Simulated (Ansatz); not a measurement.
A trial cell of TiC was relaxed with PBE (plane waves to 420 eV, PAW, scalar-relativistic; Ansatz, an electronic-structure program).

Before: R-3m, hexagonal axes (No. 166), hR8; a = b = 4.9427 Å, c = 14.0893 Å, α = β = 90.00°, γ = 120.00°.

After relaxation:

Simulated powder pattern, Cu Kα1, λ = 1.54056 Å (kinematic, ideal powder, no thermal factors, no anomalous dispersion; the 24 strongest lines at most, above 1 %, up to 2θ = 90°):

```json
[
 {"2θ (°)": "22.06", "I/Imax (%)": "72"},
 {"2θ (°)": "42.99", "I/Imax (%)": "38"},
 {"2θ (°)": "45.00", "I/Imax (%)": "100"},
 {"2θ (°)": "52.45", "I/Imax (%)": "45"},
 {"2θ (°)": "57.58", "I/Imax (%)": "15"},
 {"2θ (°)": "70.07", "I/Imax (%)": "11"},
 {"2θ (°)": "77.36", "I/Imax (%)": "24"},
 {"2θ (°)": "81.63", "I/Imax (%)": "10"}
]
```

Task: Identify the relaxed structure from its pattern: crystal system, space group and cell.

Result: Cubic, Fd-3m, origin choice 1 (No. 227), cF32; a = b = c = 6.9721 Å, α = β = γ = 90.00°. Sites: C 16d (0.625, 0.625, 0.625); Ti 16c (0.125, 0.125, 0.125).

Task: Index the strongest lines.

Result: 22.06° (111), 42.99° (311), 45.00° (222), 52.45° (400), 77.36° (440).

No spin polarisation in the result.

The run could not lose the symmetry of its start, so the end can be a saddle point.

All atoms sit on sites fixed by symmetry, so only the cell could relax.

The relaxed structure here is a generated cell of TiC: the first start was made by a random draw of sites in a space group, and the end was not matched to a known phase here, so it may be hypothetical. Known forms of TiC include space group No. 225.
